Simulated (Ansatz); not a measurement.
Relaxed-ion elastic tensor of Sb (A7 (α-As type), R-3m) in GPa (Voigt order), plane-wave PAW LDA (Ansatz code); density 6.93 g/cm³, 29.19 Å³ per atom.

|  | 1 | 2 | 3 | 4 | 5 | 6 |
|---|---|---|---|---|---|---|
| 1 | 97.9 | 29.6 | 29.5 | -22.8 | 0.0 | 0.0 |
| 2 | 29.6 | 97.9 | 29.5 | 22.8 | 0.0 | 0.0 |
| 3 | 29.5 | 29.5 | 53.2 | 0.0 | 0.0 | 0.0 |
| 4 | -22.8 | 22.8 | 0.0 | 40.1 | 0.0 | 0.0 |
| 5 | 0.0 | 0.0 | 0.0 | 0.0 | 40.1 | -22.8 |
| 6 | 0.0 | 0.0 | 0.0 | 0.0 | -22.8 | 34.1 |

Q: Is the crystal mechanically stable?

A: Yes: the smallest eigenvalue of C is 14.2 GPa.

Q: Work out the Voigt, Reuss and Hill averages.

A: K_V = 47.3, K_R = 43.5, K_H = 45.4; G_V = 33.6, G_R = 21.7, G_H = 27.6 GPa.

Q: Give Young's modulus, Poisson's ratio, Pugh's ratio and the universal anisotropy index.

A: E = 9KG/(3K + G) = 68.9 GPa; ν = 0.25; K/G = 1.65 (brittle by the Pugh limit of 1.75); A_U = 5G_V/G_R + K_V/K_R − 6 = 2.83.

Q: Estimate the sound speeds and the Debye temperature.

A: v_l = √((K + 4G/3)/ρ) = 3450 m/s, v_t = √(G/ρ) = 2000 m/s, mean 2220 m/s; Θ = (h/k)(3n/4πV)^(1/3) v_m = 214 K.

Q: How much does each axis shrink under pressure?

A: Linear compressibilities β_i = Σ_j S_ij (j = 1 to 3): x 4.7, y 4.7, z 14 per TPa.

The LDA relaxation kept the symmetry of its start. As this level gives no gap, shear constants depend on the k-mesh and smearing (Fermi–Dirac, 0.1 eV here). Spin–orbit coupling is left out wherever it is not named.

Potentials: the later of the program's two PAW sets.
